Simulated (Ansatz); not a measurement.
Computed properties of AgW

AgW:
```xyz
2
Lattice="2.6598 0.0000 0.0000 0.0000 2.6598 0.0000 0.0000 0.0000 4.4825" Properties=species:S:1:pos:R:3 pbc="T T T"
Ag     0.0000     0.0000     0.0000
W      1.3299     1.3299     2.2413
```

Space group P4/mmm (No. 123), L1₀ or tetragonal B2; conventional cell a = b = 2.660 Å, c = 4.483 Å, α = β = γ = 90.00°.

Method: plane-wave PAW PBEsol (Ansatz code). Structure relaxed to zero pressure with the same functional. Other levels are named where they apply.

**Cell and energy**

* **Volume per atom**: 15.86 Å³
* **Density**: 15.27 g/cm³
* **Formation energy from the elements (no fitted shifts)**: 0.64 eV/atom

**Electronic structure**

- Electronic character = metallic (no gap)
- Density of states at the Fermi level = 0.70 states/eV per atom (mean over ±0.08 eV)
- Gap with spin–orbit coupling = none (metallic)

**Mechanics**

- Bulk modulus (Birch–Murnaghan fit) = 215 GPa
- Pressure derivative B′ = 5.0
- Elastic constants (relaxed ions, GPa) = C11 = 451, C12 = 115, C13 = 147, C33 = 283, C44 = 104, C66 = -6.8
- Mechanical stability = unstable (C has a negative eigenvalue)

**Phonons**

- Highest zone-centre frequency = 191 cm⁻¹
- Zone-centre stability = no imaginary mode at Γ

The start of the workflow was typed in or built on a structure type; neither database checked (COD, Materials Project) lists it. Its standing as an ambient phase is unchecked. Symmetry was held in the PBEsol relaxation. The run is not spin-polarised. Its formation energy is positive at this level, so the cell may be metastable or incomplete. As this level gives no gap, shear constants depend on the k-mesh and smearing (Fermi–Dirac, 0.1 eV here). As this level gives no gap, phonon frequencies hold no LO–TO term and depend on the k-mesh and smearing (Fermi–Dirac, 0.1 eV here). Axis ratios of metals converge slowly with the k-mesh, so a and c are less sure than the volume. On the denser mesh and wider smearing of the elastic run this cell carries a stress of 0.7 GPa. The references are the lowest solids computed at this level, not always the standard phases. Scalar-relativistic: spin–orbit coupling is off unless named, which matters more the heavier the elements.

Potentials: the later of the program's two PAW sets.
